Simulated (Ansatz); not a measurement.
C in space group I4_132 (No. 214; C on 8a) under volume change, the program Ansatz at the PBEsol level (PAW), scaled uniformly.

| V (Å³/atom) | E − E(relaxed) (meV/atom) | P (GPa) |
|---|---|---|
| 7.866 | 66.5 | 29.43 |
| 8.125 | ___ | ___ |
| 8.384 | 6.7 | 8.49 |
| 8.644 | 0.0 | 0.02 |
| 8.903 | ___ | ___ |
| 9.162 | 23.3 | -13.78 |
| 9.422 | 50.2 | -19.37 |

Problem. Complete the blanks.

Solution. 
- 8.125, E − E(relaxed) (meV/atom): 28.2
- 8.125, P (GPa): 18.23
- 8.903, E − E(relaxed) (meV/atom): 6.1
- 8.903, P (GPa): -7.36

Problem. What does a third-order Birch–Murnaghan fit give for V₀, B₀ and B′?

Solution. V₀ = 8.64 Å³/atom, B₀ = 263 GPa, B′ = 3.6.

The start of the workflow was typed in or built on a structure type; neither database checked (COD, Materials Project) lists it. It is not the phase usual at ambient conditions (space group No. 194, 227). The PBEsol relaxation kept the symmetry of its start. At this level the phase is mechanically unstable.

Potentials: the later of the program's two PAW sets.
